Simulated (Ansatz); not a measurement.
**Hf (hcp, Mg type): scan of one atom of the cell**

Relaxed Hf (hcp, Mg type):

```
CELL_PARAMETERS angstrom
      6.39583     0.00000     0.00000
     -1.59896     2.76947     0.00000
      0.00000     0.00000     5.04735
ATOMIC_POSITIONS crystal
  Hf 0.16667 0.66667 0.75000
  Hf 0.66667 0.66667 0.75000
  Hf 0.33333 0.33333 0.25000
  Hf 0.83333 0.33333 0.25000
```

Scan: atom 3 (Hf, nearest neighbour Hf at 3.127 Å; its periodic images, 3.2 Å or more away, move with it) is displaced along Cartesian z, direction (0.000, 0.000, 1.000) in Cartesian axes, by s. The other atoms stay.

The numbers are results of r2SCAN (plane waves to 500 eV, PAW, scalar-relativistic; Ansatz, an electronic-structure program), not measurements. k mesh 13×13×8 (Γ-centred), Fermi-Dirac smearing 0.05 eV. Energies are smeared free energies. Compression counts positive. Left out: 4 of 11 points, with atoms too close for the PAW data. With partly filled bands, energies and forces of such displacements shift with the k mesh and the smearing. F∥ is the force on the atom along that direction. F⊥ is the part of the force across the line. Hf is run without spin polarisation. Hf was relaxed with its symmetry unable to fall. Spin-orbit coupling is left out, though Hf is heavy. The zero of ΔE is the undisplaced structure.

| s (Å) | ΔE (meV/cell) | P (GPa) | |F⊥| (eV/Å) | F∥ (eV/Å) |
|---|---|---|---|---|
| -0.564 | 1253 | 5.4 | 0.264 | 5.296 |
| -0.376 | 477 | 2.5 | 0.075 | 3.004 |
| -0.188 | 97 | 0.6 | 0.007 | 1.143 |
| 0.000 | 0 | 0.0 | 0.002 | 0.000 |
| 0.188 | 97 | 0.6 | 0.007 | -1.143 |
| 0.376 | 477 | 2.5 | 0.075 | -3.004 |
| 0.564 | 1253 | 5.4 | 0.264 | -5.296 |

Key numbers:

The energy at s = 0.564 Å is 1253 meV/cell and the force along the line at s = -0.564 Å comes out as 5.30 eV/Å. Symmetry of the curve: even: the same for both signs. Shape of the curve: a single well with its minimum at or next to zero displacement.

(A displaced cell: forces are minus the slopes of the energy, force constants its curvatures, and phonons follow from these.)
